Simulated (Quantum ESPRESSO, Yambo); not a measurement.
At a photon energy of 7.50 eV, RPA with local fields on LDA bands shifted by a G0W0 scissor of 2.72 eV (Quantum ESPRESSO and Yambo; 4×4×2 mesh, 173 bands, 3 Ry local-field block, 0.2 eV broadening) gives ε = 3.03 + 0.45i for K₂BrOH (space group P2_1/m, No. 11), field along x. Axes are Cartesian, with cell vectors (Å) (6.83, 0.00, 0.00), (0.00, 4.32, 0.00), (-2.68, 0.00, 8.17).

### Question
Work out n, κ, the normal-incidence reflectivity, the absorption coefficient and the penetration depth.

### Answer
|ε| = 3.06; n = √((|ε| + ε1)/2) = 1.75, κ = √((|ε| − ε1)/2) = 0.13. R = ((n − 1)² + κ²)/((n + 1)² + κ²) = 0.08. α = 2Eκ/(ħc) with ħc = 197.327 eV nm: 0.0098 per nm = 0.98 × 10⁵ per cm, a 1/e depth of 100 nm. The computed direct gap is 5.95 eV, and the energy scale of the real crystal may differ from it. Excitonic effects are left out, and values at one energy depend on mesh and broadening. The scissor comes from a G0W0 run whose convergence isn't established. Convergence of the RPA response with its 4×4×2 mesh was not tested.

Spin-orbit coupling is not included.

Geometry of the Materials Project entry, not relaxed at this level; primitive cell a = 6.832 Å, b = 4.317 Å, c = 8.593 Å, α = γ = 90.00°, β = 108.15°.

The structure is a Materials Project entry; no match was found in the copy of COD used, and its stability was not checked.
